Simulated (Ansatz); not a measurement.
Total density of states per atom from DFT-r²SCAN in the program Ansatz with PAW potentials, in 0.25 eV bins, energy from the Fermi level:

(E (eV), states/eV/atom): (-7.85, 0.00); (-7.60, 0.00); (-7.35, 0.00); (-7.10, 0.00); (-6.85, 0.00); (-6.60, 0.00); (-6.35, 0.00); (-6.10, 0.00); (-5.85, 0.18); (-5.60, 0.44); (-5.35, 0.90); (-5.10, 0.90); (-4.85, 0.43); (-4.60, 0.34); (-4.35, 0.23); (-4.10, 0.76); (-3.85, 1.92); (-3.60, 1.50); (-3.35, 0.94); (-3.10, 0.99); (-2.85, 0.57); (-2.60, 0.61); (-2.35, 0.94); (-2.10, 0.69); (-1.85, 0.96); (-1.60, 2.26); (-1.35, 2.25); (-1.10, 1.05); (-0.85, 0.40); (-0.60, 0.28); (-0.35, 0.21); (-0.10, 0.29); (0.15, 0.72); (0.40, 1.07); (0.65, 0.90); (0.90, 0.72); (1.15, 0.59); (1.40, 0.43); (1.65, 0.31); (1.90, 0.24); (2.15, 0.23); (2.40, 0.22); (2.65, 0.13); (2.90, 0.01); (3.15, 0.05); (3.40, 0.13); (3.65, 0.24); (3.90, 0.32); (4.15, 0.40); (4.40, 0.50); (4.65, 0.48)

Problem. Which of these materials gives this?
(A) BAs, CsCl type
(B) BAs, zinc blende
(C) BAs, wurtzite
(D) RbCo2As2, I4/mmm (Rb on 2a, Co on 4d, As on 4e)

Solution. D, RbCo2As2, I4/mmm (Rb on 2a, Co on 4d, As on 4e). Within 0.5 eV of the Fermi level: Co 3d 59 %, As 4p 31 %. Projections are on Löwdin-orthogonalised atomic valence shells; empty p or d shells of many metals are not among them.

The first step of the workflow began from a Materials Project structure, measured or hypothetical; the Crystallography Open Database copy checked does not list it. Its standing as an ambient phase is unchecked. The cell was relaxed with r²SCAN under the symmetry of its start; whether a distortion lowers the energy is not shown. No spin polarisation was allowed. Spin–orbit coupling is left out wherever it is not named.

Potentials: the later of the program's two PAW sets.
